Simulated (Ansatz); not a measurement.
Simulated powder pattern, Cu Kα, λ = 1.54184 Å (kinematic, ideal powder, no thermal factors, no anomalous dispersion; the 30 strongest lines at most, above 1 %, up to 2θ = 90°):

| 2θ (°) | I/Imax (%) |
|---|---|
| 14.75 | 21 |
| 29.76 | 16 |
| 32.06 | 26 |
| 32.94 | 34 |
| 35.46 | 1.7 |
| 39.35 | 100 |
| 44.30 | 12 |
| 45.31 | 12 |
| 56.58 | 11 |
| 57.14 | 26 |
| 59.37 | 3.7 |
| 63.66 | 15 |
| 65.75 | 11 |
| 67.04 | 3.4 |
| 67.56 | 4.6 |
| 71.59 | 18 |
| 75.04 | 2.5 |
| 75.77 | 17 |
| 79.63 | 8.6 |
| 79.87 | 2.3 |
| 84.64 | 3.7 |
| 88.66 | 2.3 |

The pattern belongs to a structure relaxed with r²SCAN in the plane-wave PAW code Ansatz.

Task: Which of these materials gives this?
A) Hf2SiN, P6_3/mmc (Si on 2d, Hf on 4f, N on 2a)
B) ZnGaNO, Pna2_1 (Zn on 4a, Ga on 4a, O on 4a, N on 4a)
C) Ta2SiN, P6_3/mmc (Si on 2d, Ta on 4f, N on 2a)
D) GaN, wurtzite

Result: C, Ta2SiN, P6_3/mmc (Si on 2d, Ta on 4f, N on 2a)

Task: Give the lattice parameters.

Result: a = 3.224 Å, c = 12.010 Å.

The start of the workflow was typed in or built on a structure type; neither database checked (COD, Materials Project) lists it. Its standing as an ambient phase is unchecked. The cell was relaxed with r²SCAN under the symmetry of its start; its stability against distortions is not shown here. The run is not spin-polarised. Spin–orbit coupling is left out wherever it is not named.

Potentials: the earlier of the program's two PAW sets.
